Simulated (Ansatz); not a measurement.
Mg$_{2}$ZnP$_{2}$:
```cif
data_Mg2P2Zn
_chemical_formula_sum 'Mg2 Zn1 P2'
_space_group_name_H-M_alt 'P3m1'
_space_group_IT_number 156
_space_group_name_Hall 'P 3 -2"'
_cell_length_a 4.01429
_cell_length_b 4.01429
_cell_length_c 6.55360
_cell_angle_alpha 90.000
_cell_angle_beta 90.000
_cell_angle_gamma 120.000
loop_
_atom_site_label
_atom_site_type_symbol
_atom_site_symmetry_multiplicity
_atom_site_Wyckoff_symbol
_atom_site_fract_x
_atom_site_fract_y
_atom_site_fract_z
_atom_site_occupancy
Mg1 Mg 1 c 0.66667 0.33333 0.63396 1
Mg2 Mg 1 b 0.33333 0.66667 0.99352 1
Zn1 Zn 1 a 0.00000 0.00000 0.36135 1
P1 P 1 a 0.00000 0.00000 0.76737 1
P2 P 1 c 0.66667 0.33333 0.24381 1
```

Relaxed with r²SCAN.

Problem. Tabulate the valence density and the electron localisation function along the shortest Mg–Mg contact (3.31 Å), r²SCAN (plane waves, PAW; program Ansatz).

Solution. 

```
distance from Mg (Å)  density (e/Å³)   ELF
--------------------  --------------  ----
0.33                           13.97  0.36
0.50                            4.58  0.43
0.66                            0.88  0.27
0.83                            0.20  0.06
0.99                            0.12  0.03
1.16                            0.10  0.08
1.32                            0.10  0.15
1.49                            0.09  0.18
1.65                            0.09  0.19
1.82                            0.09  0.18
1.98                            0.09  0.14
2.15                            0.09  0.07
2.31                            0.10  0.03
2.48                            0.19  0.06
2.64                            0.87  0.28
2.81                            4.57  0.43
2.97                           13.96  0.36
```

The density is the valence pseudo-density with augmentation charge, so density and ELF within about 1 Å of a nucleus are not all-electron values.

The first step of the workflow began from a Materials Project structure, measured or hypothetical; the Crystallography Open Database copy checked does not list it. With Mg and Zn taken as one species the cell has the higher symmetry P-3m1, so it may be an ordered model of a mixed-site phase. Whether it is the stable phase at ambient conditions was not checked. Symmetry was held in the r²SCAN relaxation; its stability against distortions is not shown here.

Potentials: the later of the program's two PAW sets.
